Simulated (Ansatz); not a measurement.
PbS:
```
PbS
1.0
    4.09302     0.00000     0.00000
   -2.04651     3.54466     0.00000
    0.00000     0.00000     7.54038
Pb S
2 2
Direct
  0.00000   0.00000   0.98601
  0.00000   0.00000   0.48601
  0.33333   0.66667   0.19319
  0.66667   0.33333   0.69319
```

Relaxed with r²SCAN+D4. Independent-particle spectrum: no excitons, no local fields, no scissors shift; 0.1 eV broadening; ε₁ of the summed bands alone.

Q: Tabulate the dielectric function from plane-wave PAW r²SCAN+D4 (Ansatz code).

A: 

```tsv
E (eV)	ε₁ xx	ε₂ xx	ε₁ zz	ε₂ zz
0.0	10.08	0.00	11.50	0.00
0.5	10.27	0.00	11.77	0.00
1.0	11.06	0.01	13.15	0.06
1.5	11.82	0.91	12.88	1.47
2.0	13.31	1.68	15.44	1.57
2.5	14.50	4.97	20.23	6.82
3.0	16.74	9.16	17.39	13.32
3.5	10.47	21.62	11.29	22.54
4.0	5.78	11.10	1.81	18.99
4.5	2.30	15.36	0.16	13.53
5.0	-1.40	12.13	-3.24	14.28
5.5	-1.63	8.97	-6.68	11.05
6.0	-1.79	9.77	-6.05	5.81
6.5	-5.07	6.92	-4.93	3.57
7.0	-3.92	4.09	-2.40	2.96
7.5	-3.22	3.44	-3.44	3.06
8.0	-2.91	1.92	-2.42	1.61
8.5	-1.64	1.37	-1.41	1.12
9.0	-0.51	1.64	-0.35	1.33
9.5	-0.34	1.85	-0.63	1.56
10.0	-0.16	2.35	0.13	1.88
10.5	-0.77	2.11	-0.40	2.87
11.0	-0.68	1.84	-0.66	1.99
11.5	-0.59	1.67	-0.21	1.76
12.0	-0.69	1.69	-1.33	1.94
```

Q: From ε at 1.7 eV (xx: 12.40 + 1.13i), find n, k, the normal reflectivity and the absorption coefficient.

A: n = 3.53, k = 0.160, R = 31 %, α = 2kE/ħc = 28000 cm⁻¹.

With all bands, ε∞ without local fields is 10.2 (xx = yy), 11.6 (zz).

Space group P6_3mc. The workflow started from a Materials Project entry (that database holds measured and hypothetical structures alike); the Crystallography Open Database copy checked does not list it. It is not the phase usual at ambient conditions (space group No. 225). Symmetry was held in the r²SCAN+D4 relaxation; of distortions, only those at the zone centre were tested. Spin–orbit coupling is left out wherever it is not named.

Potentials: the later of the program's two PAW sets.
